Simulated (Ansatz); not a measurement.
ScPd3C:
```
CELL_PARAMETERS angstrom
      4.20177     0.00000     0.00000
      0.00000     4.20177     0.00000
      0.00000     0.00000     4.20177
ATOMIC_POSITIONS crystal
  Sc 0.00000 0.00000 0.00000
  Pd 0.00000 0.50000 0.50000
  Pd 0.50000 0.00000 0.50000
  Pd 0.50000 0.50000 0.00000
  C  0.50000 0.50000 0.50000
```

Relaxed with PBE. Special points in fractions of this cell's reciprocal vectors: Γ (0.000, 0.000, 0.000); X (0.000, 0.500, 0.000); M (0.500, 0.500, 0.000); R (0.500, 0.500, 0.500).

List the band energies nearest the Fermi level at these points for PBE (plane waves, PAW; program Ansatz).

In eV from the Fermi level; about four levels below and three above (degenerate sets whole), none deeper than 8.9 eV; points with the same levels are listed once.

```json
[
 {"k": "Γ", "below": "-1.50 -1.43 -1.43 -1.43", "above": "1.22 1.22 2.13 2.13 2.13"},
 {"k": "X", "below": "-2.26 -1.43 -0.24 -0.24", "above": "0.87 0.87 0.90"},
 {"k": "M", "below": "-2.41 -1.57 -0.37 -0.37", "above": "0.82 0.82 0.94"},
 {"k": "R", "below": "-1.59 -1.59 -1.59 -0.15 -0.15 -0.15", "above": "0.23 0.23 0.23"}
]
```

Space group Pm-3m (anti-perovskite). The start of the workflow was typed in or built on a structure type; neither database checked (COD, Materials Project) lists it. Its standing as an ambient phase is unchecked. Symmetry was held in the PBE relaxation; whether a distortion lowers the energy is not shown. No spin polarisation was allowed. Spin–orbit coupling is left out wherever it is not named.

Potentials: the earlier of the program's two PAW sets.
